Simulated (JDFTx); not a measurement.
Input for JDFTx (a modified build): C3H7NO (SMILES CN(C)C=O), charge 0, multiplicity 1, linear PCM (GLSSA13), ethylene carbonate, no salt; lengths in bohr, energies in hartree. This linear run has a cavity as tight as the nonlinear model's, a pairing that the parameters may not suit. The run starts from orbitals saved by an earlier run of the same system.

```
lattice \
  22.2042819644 0.0000000000 0.0000000000 \
  0.0000000000 21.2594189020 0.0000000000 \
  0.0000000000 0.0000000000 17.9523981839
coords-type Cartesian
ion C -2.4779605680 -1.3329503478 -0.0014716080 0
ion N 0.0404793798 -0.3148341965 -0.0034841497 0
ion C 2.0860017750 -2.1188423300 -0.0015850905 0
ion C 0.5356816246 2.1737789716 -0.0012033801 0
ion O 2.6173124190 3.1102814151 0.0008262296 0
ion H -3.8531722858 0.1960563327 -0.0267703586 0
ion H -2.7725390684 -2.5245102842 -1.6640269672 0
ion H -2.7890019692 -2.4830383442 1.6878001570 0
ion H 3.8531722858 -1.0668278224 0.0115193346 0
ion H 1.9858164794 -3.3218051118 1.6722486931 0
ion H 2.0032258372 -3.3062529048 -1.6878001570 0
ion H -1.2117339997 3.3218051118 -0.0038661080 0
ion-species pseudo/c_pbe_v1.2.upf
ion-species pseudo/n_pbe_v1.2.upf
ion-species pseudo/o_pbe_v1.2.upf
ion-species pseudo/h_pbe_v1.4.upf
elec-cutoff 20 100
elec-ex-corr gga-PBE
symmetries none
elec-n-bands 15
electronic-minimize nIterations 150 energyDiffThreshold 1e-7
fluid LinearPCM
pcm-variant GLSSA13
fluid-solvent EC
fluid-minimize nIterations 400 knormThreshold 1e-11
wavefunction read s1.wfns 18
dump-name s5.$VAR
dump End State Ecomponents EigStats BandEigs Forces ElecDensity IonicPositions FluidDebug
```

The log closes as follows.

```
[...]
ElecMinimize: Iter:   9  Etot: -47.359456351644582  |grad|_K:  2.474e-07  alpha:  1.008e+00  linmin: -6.213e-06
ElecMinimize: Iter:  10  Etot: -47.359456384314953  |grad|_K:  1.345e-07  alpha:  9.827e-01  linmin:  2.706e-05
ElecMinimize: Iter:  11  Etot: -47.359456393951930  |grad|_K:  7.216e-08  alpha:  9.815e-01  linmin: -2.169e-04
ElecMinimize: Converged (|Delta Etot|<1.000000e-07 for 2 iters).

# Ionic positions in cartesian coordinates:
ion C  -2.477960568000000  -1.332950347800000  -0.001471608000000 0
ion C   2.086001775000000  -2.118842330000000  -0.001585090500000 0
ion C   0.535681624600000   2.173778971600000  -0.001203380100000 0
ion N   0.040479379800000  -0.314834196500000  -0.003484149700000 0
ion O   2.617312419000000   3.110281415099999   0.000826229600000 0
ion H  -3.853172285800000   0.196056332700000  -0.026770358600000 0
ion H  -2.772539068400000  -2.524510284199999  -1.664026967200000 0
ion H  -2.789001969200000  -2.483038344200000   1.687800157000000 0
ion H   3.853172285800000  -1.066827822400000   0.011519334600000 0
ion H   1.985816479400000  -3.321805111799999   1.672248693100000 0
ion H   2.003225837200000  -3.306252904800000  -1.687800157000000 0
ion H  -1.211733999700000   3.321805111799999  -0.003866108000000 0

# Forces in Cartesian coordinates:
force C  -0.003720173748299   0.001255149945340   0.000139146930811 0
force C   0.002041894638582   0.001922983662008  -0.000038653653093 0
force C  -0.060746097698454  -0.023764671615759  -0.000191038358767 0
force N   0.006581454120551  -0.000850262886966   0.000005003837336 0
force O   0.060751004406620   0.030221132671777   0.000082855969554 0
force H  -0.006513116927141   0.007595279084989  -0.000101325387664 0
force H  -0.000991101825148  -0.004844374052842  -0.006773222191929 0
force H  -0.001009420534259  -0.004685589558937   0.006743413066261 0
force H   0.008960345990771   0.000887918793321   0.000075497805825 0
force H  -0.000804363892309  -0.005518812145132   0.007218855439614 0
force H  -0.000771698056095  -0.005454130033322  -0.007192097788855 0
force H  -0.003660823522931   0.003169560941251   0.000042503070755 0

# Energy components:
   A_diel =       -0.0420271019749277
   Eewald =       42.4293465439519650
       EH =       79.9455023508385665
     Eloc =     -187.9818065356884063
      Enl =        6.0612695742854195
      Exc =      -14.3236944669027650
 Exc_core =        0.2546913223277208
       KE =       26.2972619192105128
-------------------------------------
     Etot =      -47.3594563939519304
```

The run took 12 electronic cycles (a count that differs between repeats, as do the digits past 10⁻⁶ Ha); the total lies -0.83 eV from the vacuum run at this geometry.
